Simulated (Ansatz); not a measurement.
The following input was run with Ansatz 0.2.0.

```yaml
crystal:
  lattice:
    - [-2.0232976856, 2.0232976856, 4.9636705479]
    - [2.0232976856, -2.0232976856, 4.9636705479]
    - [2.0232976856, 2.0232976856, -4.9636705479]
  atoms:
    - { symbol: Ca, position: [0.0, 0.0, 0.0] }
    - { symbol: P, position: [0.6357114, 0.6357114, 0.0] }
    - { symbol: P, position: [0.3642886, 0.3642886, 0.0] }
    - { symbol: Ru, position: [0.75, 0.25, 0.5] }
    - { symbol: Ru, position: [0.25, 0.75, 0.5] }
basis:
  ecutwfc: 500
kpoints:
  mp_grid: { grid: [6, 6, 6] }
hamiltonian:
  xc: r2scan
scf:
  occupations: { method: gaussian, width: 0.1 }
output:
  forces: true
  stress: true
  eigenvalues: true
```

Run as
```bash
ansatz run input.yaml --threads 2 --pin off --max-ram 5120MiB --backend cpu --events-out ev --progress --plain --runs-dir out
```

All numbers below come from Ansatz 0.2.0, DFT r2SCAN, scalar-relativistic, plane waves, PAW.

Abridged output (final results; tables in files aren't shown):

```
SCF 1 converged in 7 iterations: F = -15126.558175 eV  dr2 = 7.95e-8
SCF converged after 7 iterations
Free energy (F): -15126.558175 eV
Harris-Foulkes:  -15126.558175 eV  (|F-HF|=2.53e-9)
Internal energy: -15126.551992 eV  (E = F + TS)
E sigma→0 (E₀):  -15126.555083 eV
Entropy (-TS):   -0.006183 eV (-1.237 meV/atom)
Fermi energy:    14.612801 eV
--- Per-component energies (eV) ---
  E_band       = -426.134069
  E_kinetic    = 1461.727800
  E_local      = -4874.344728  (includes V_loc(G=0)·N_el)
  E_nonlocal   = 816.138116
  E_hartree    = 1758.634058
  E_xc         = -627.252528
  E_vxc        = -866.353414  (∫ρ·V_xc dr)
  E_paw        = -8975.034013  (= ΣΔE_a)
  E_vpaw       = -536.591712  (= ΣTr[D̂ρ^β])
  E_aug_tail   = 0.000173  (compensation charges beyond the density's cutoff)
  E_vtau       = 56.021410  (kinetic-family band-sum trace: ∫τ·v_τ [+ j·A + Jᵃ·Aᵃ] dr)
  E_ewald      = -4685.396608
  E_core_change = -1.024261  (= ΣΔE_core)
  E_smearing   = -0.006183  (= −TS)
--- Forces (eV/Å), atoms counted from 1 ---
  atom   1  Ca     0.00000000     0.00000000     0.00000000
  atom   2  P      0.00000000     0.00000000    -0.01286965
  atom   3  P      0.00000000     0.00000000     0.01286965
  atom   4  Ru     0.00000000     0.00000000     0.00000000
  atom   5  Ru     0.00000000     0.00000000     0.00000000
--- Stress (GPa, compression-positive) ---
       -0.359059       0.000000       0.000000
        0.000000      -0.359059       0.000000
        0.000000       0.000000       0.072296
  P = ⅓ Tr σ = -0.2153 GPa (-2.153 kbar)
--- Band table (eV; the first three rows and the last of 30) ---
  k-point 0: bands = ["-60.2060", "-60.1433", "-29.7243", "-29.7243", "-29.4108", "-29.4108", "-29.3598", "-29.2772", "-28.0350", "-8.2078", "-8.2078", "-8.1793", "0.9292", "3.1174", "7.3281", "8.8178", "8.8178", "9.7997", "10.0807", "10.9454", "10.9454", "13.2310", "13.3641", "13.8883", "14.2579", "14.2579", "15.7105", "15.8789", "17.1551", "17.1551", "17.9080", "18.8542"]
  k-point 1: bands = ["-60.1981", "-60.1511", "-29.7375", "-29.6385", "-29.5042", "-29.4021", "-29.3489", "-29.2871", "-28.0329", "-8.2274", "-8.2210", "-8.1762", "1.2920", "3.2493", "7.6514", "8.4547", "9.0989", "9.8959", "10.1774", "10.2847", "11.4088", "12.9396", "13.1304", "13.2356", "13.5355", "13.7413", "15.0577", "16.1390", "16.1521", "18.4693", "18.5582", "19.2428"]
  k-point 2: bands = ["-60.1823", "-60.1666", "-29.7639", "-29.6877", "-29.4642", "-29.3846", "-29.3272", "-29.3068", "-28.0290", "-8.2567", "-8.2474", "-8.1704", "1.9679", "3.4941", "7.5657", "8.6171", "9.2340", "9.5935", "9.9904", "10.9345", "11.8127", "12.1566", "12.1995", "12.6723", "13.1230", "13.3323", "14.2042", "15.8533", "16.2483", "16.9824", "18.8728", "19.5856"]
  k-point 29: bands = ["-60.2060", "-60.1433", "-29.7243", "-29.7243", "-29.4108", "-29.4108", "-29.3646", "-29.2770", "-28.0295", "-8.2058", "-8.2058", "-8.1962", "1.8753", "1.9784", "7.3449", "9.0073", "9.0073", "9.8319", "10.0603", "10.4573", "10.4573", "12.3282", "13.9213", "14.4718", "14.4718", "15.1141", "15.8788", "16.5401", "17.5875", "18.4287", "18.5255", "18.8926"]
```

The calculation finished and met its thresholds.

Time: 2.2 s on 2 threads of AMD EPYC 9R45 (Zen 5) (shared host), peak memory 0.63 GiB.

The k mesh is coarse.